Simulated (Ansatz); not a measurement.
Cell and atoms are relaxed with the symmetry kept. Start:

```xyz
1
Lattice="0.0000 2.0560 2.0560 2.0560 0.0000 2.0560 2.0560 2.0560 0.0000" Properties=species:S:1:pos:R:3 pbc="T T T"
Ti    0.0000    0.0000    0.0000
```

Level of theory: DFT PBEsol, scalar-relativistic, plane waves, PAW in Ansatz.

Cutoff 420 eV; k points 18×18×18 on the computed 1-atom cell (Γ-centred); Gaussian smearing, width 0.10 eV; no spin polarisation.

Problem. What does it relax to?

Solution. The volume falls by 0.70 Å³/atom to 16.68 Å³/atom, and the energy falls by 10.0 meV/atom. Final structure:
```xyz
1
Lattice="0.0000 2.0279 2.0279 2.0279 0.0000 2.0279 2.0279 2.0279 0.0000" Properties=species:S:1:pos:R:3 pbc="T T T"
Ti    0.0000    0.0000    0.0000
```

This fcc form isn't the element's structure at ambient conditions.

Cost: 1 run of about 0.17 core-minutes, on Intel Xeon Platinum 8488C (Sapphire Rapids) (shared hosts).